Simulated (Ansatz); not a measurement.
**GaAs: computed property card**

GaAs:
```
GaAs
1.0
    4.00695     0.00000     0.00000
   -2.00348     3.47012     0.00000
    0.00000     0.00000     6.59874
Ga As
2 2
Direct
  0.66667   0.33333   0.99965
  0.33333   0.66667   0.49965
  0.66667   0.33333   0.62555
  0.33333   0.66667   0.12555
```

Space group P6_3mc (No. 186), wurtzite; conventional cell a = 4.007 Å, b = 4.007 Å, c = 6.599 Å, α = 90.00°, β = 90.00°, γ = 120.00°.

Method: plane-wave PAW HSE06 (Ansatz code). Structure relaxed to zero pressure with the same functional. Other levels are named where they apply.

### Cell and energy

Volume per atom: 22.94 Å³
Density: 5.24 g/cm³

### Electronic structure

- Band gap = 1.29 eV (direct)
- Valence-band maximum = at Γ
- Conduction-band minimum = at Γ
- Gap with spin–orbit coupling = 1.17 eV (at the special points and the edges found without it)

### Mechanics

- Bulk modulus (Birch–Murnaghan fit) = 71.9 GPa
- Pressure derivative B′ = 4.5

### Charges

- Bader charges = Ga +0.82, As -0.82 e

The cell is a constructed one: a structure type filled with these elements; the Crystallography Open Database copy checked does not list it. It is not the phase usual at ambient conditions (space group No. 216). The cell was relaxed with HSE06 under the symmetry of its start; its stability against distortions is not shown here. The hybrid was solved on a coarse mesh, the path and, where they were found, the r²SCAN edge points; its band edges are the extreme levels among these. Scalar-relativistic: spin–orbit coupling is off unless named, which matters more the heavier the elements.

Potentials: the later of the program's two PAW sets.
